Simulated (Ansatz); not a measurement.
## Computed properties of As

As:
```cif
data_As
_chemical_formula_sum 'As1'
_space_group_name_H-M_alt 'P 1'
_space_group_IT_number 1
_cell_length_a 2.67212
_cell_length_b 2.67212
_cell_length_c 2.67212
_cell_angle_alpha 90.000
_cell_angle_beta 90.000
_cell_angle_gamma 90.000
loop_
_space_group_symop_operation_xyz
  'x, y, z'
loop_
_atom_site_label
_atom_site_type_symbol
_atom_site_fract_x
_atom_site_fract_y
_atom_site_fract_z
_atom_site_occupancy
As1 As 0.50000 0.50000 0.50000 1
```

Space group Pm-3m (No. 221); conventional cell a = 2.6721 Å, b = 2.6721 Å, c = 2.6721 Å, α = 90.00°, β = 90.00°, γ = 90.00°.

Method: the program Ansatz at the LDA level (PAW). Structure relaxed to zero pressure with the same functional. Other levels are named where they apply.

Cell and energy:

* **Volume per atom**: 19.08 Å³
* **Density**: 6.52 g/cm³

Electronic structure:

Electronic character: metallic (no gap)
Density of states at the Fermi level: 0.42 states/eV per atom (mean over ±0.08 eV)

Mechanics:

Bulk modulus (Birch–Murnaghan fit): 92.8 GPa
Pressure derivative B′: 4.6
Elastic constants (relaxed ions, GPa): C11 = 237, C12 = 21.0, C44 = 28.9
Mechanical stability: stable (all eigenvalues of C positive)
Hill bulk and shear moduli: 93.0 and 50.7 GPa
Young's modulus: 129 GPa
Poisson's ratio: 0.27
Debye temperature from the elastic constants: 346 K

The workflow started from a Materials Project entry (that database holds measured and hypothetical structures alike); the Crystallography Open Database copy checked does not list it. It is not the phase usual at ambient conditions (space group No. 166). Symmetry was held in the LDA relaxation; whether a distortion lowers the energy is not shown. As this level gives no gap, shear constants depend on the k-mesh and smearing (Fermi–Dirac, 0.1 eV here). Scalar-relativistic: spin–orbit coupling is off unless named, which matters more the heavier the elements.

Potentials: the later of the program's two PAW sets.
